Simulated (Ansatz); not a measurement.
NbP:
```
CELL_PARAMETERS angstrom
     -1.66020     1.66020     5.64432
      1.66020    -1.66020     5.64432
      1.66020     1.66020    -5.64432
ATOMIC_POSITIONS crystal
  Nb 0.99912 0.99912 0.00000
  Nb 0.74912 0.24912 0.50000
  P  0.41688 0.41688 0.00000
  P  0.16688 0.66688 0.50000
```

Relaxed with PBEsol. Special points in fractions of this cell's reciprocal vectors: Γ (0.000, 0.000, 0.000); X (0.000, 0.000, 0.500); P (0.250, 0.250, 0.250); N (0.000, 0.500, 0.000); M (0.500, 0.500, -0.500); S (0.272, 0.728, -0.272); S0 (-0.272, 0.272, 0.272); R (-0.043, 0.043, 0.500); G (0.500, 0.500, -0.043).

**Question.** List the band energies nearest the Fermi level at these points for PBEsol (plane waves, PAW; program Ansatz).

**Answer.** In eV from the Fermi level; about four levels below and three above (degenerate sets whole), none deeper than 8.9 eV; points with the same levels are listed once.

| k | below | above |
|---|---|---|
| Γ | -2.23 -1.76 -1.36 -1.36 | 0.82 1.66 2.80 |
| X | -2.85 -2.85 -0.45 -0.45 | 3.09 3.09 3.22 3.22 |
| P | -2.90 -2.90 -0.43 -0.43 | 3.11 3.11 3.20 3.20 |
| N | -2.39 -1.86 -1.57 -0.06 | 0.05 1.36 2.58 |
| M | -2.78 -2.78 -0.49 -0.49 | 1.21 1.21 2.44 2.44 |
| S | -2.36 -2.24 -1.49 -0.19 | 0.20 1.72 2.50 |
| R | -2.82 -2.82 -0.49 -0.49 | 2.88 2.88 3.28 3.28 |

Space group I4_1md. The cell was relaxed with PBEsol under the symmetry of its start. The run is not spin-polarised. A small band overlap can be real or an error of a semilocal functional. The Fermi level of a semimetal is unsure by some 0.05 eV on such meshes. Spin–orbit coupling is left out wherever it is not named.

Potentials: the later of the program's two PAW sets.
